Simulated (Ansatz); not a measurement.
AlV$_{2}$C:
```
AlV2C
1.0
    2.87871     0.00000     0.00000
   -1.43935     2.49303     0.00000
    0.00000     0.00000    13.02097
Al V C
2 4 2
Cartesian
  0.00000   1.66202   3.25524
  1.43935   0.83101   9.76573
  0.00000   1.66202   7.61864
  1.43935   0.83101   5.40233
  1.43935   0.83101   1.10816
  0.00000   1.66202  11.91281
  0.00000   0.00000   0.00000
  0.00000   0.00000   6.51048
```

This is the PBEsol-relaxed structure.

Task: All from plane-wave PAW PBEsol (Ansatz code), unless another level is named. Estimate the highest zone-centre frequency.

Result: 723 cm^-1.

Task: Predict the Young's modulus.

Result: 335 GPa.

Space group P6_3/mmc. The PBEsol relaxation kept the symmetry of its start; of distortions, only those at the zone centre were tested. The run is not spin-polarised. As this level gives no gap, phonon frequencies hold no LO–TO term and depend on the k-mesh and smearing (Fermi–Dirac, 0.1 eV here).

Potentials: the later of the program's two PAW sets.
